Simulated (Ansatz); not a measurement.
Data:

Cd₂P₃I:
```cif
data_Cd8I4P12
_chemical_formula_sum 'Cd8 P12 I4'
_space_group_name_H-M_alt 'C2/c'
_space_group_IT_number 15
_space_group_name_Hall '-C 2yc'
_cell_length_a 8.31715
_cell_length_b 9.35721
_cell_length_c 7.57935
_cell_angle_alpha 90.000
_cell_angle_beta 99.486
_cell_angle_gamma 90.000
loop_
_atom_site_label
_atom_site_type_symbol
_atom_site_symmetry_multiplicity
_atom_site_Wyckoff_symbol
_atom_site_fract_x
_atom_site_fract_y
_atom_site_fract_z
_atom_site_occupancy
Cd1 Cd 8 f 0.24849 0.35784 0.22096 1
P1 P 4 e 0.00000 0.19499 0.25000 1
P2 P 8 f 0.11050 0.04556 0.46101 1
I1 I 4 e 0.00000 0.62130 0.25000 1
```
(The calculation used a cell of 12 atoms; values per cell refer to that cell.)

This is the r²SCAN-relaxed structure.

All from r²SCAN (plane waves, PAW; program Ansatz), unless another level is named. Predict the electron effective mass.

0.22, 0.33, 0.35 mₑ (principal values).

What about the hole effective mass?

0.36, 0.62, 0.94 mₑ (principal values).

Give the weight of the conduction-edge state by species (Voronoi cells).

P 53 %, Cd 38 %, I 9 %.

The workflow started from a Materials Project entry (that database holds measured and hypothetical structures alike); the Crystallography Open Database copy checked does not list it. COD files the formula under space group No. 9, so this cell is another polymorph or a model. Whether it is the stable phase at ambient conditions was not checked. The r²SCAN relaxation kept the symmetry of its start; its stability against distortions is not shown here. Spin–orbit coupling is left out wherever it is not named.

Potentials: the later of the program's two PAW sets.

Edges and masses are those of Kohn–Sham bands, whose gap is no quasiparticle gap.
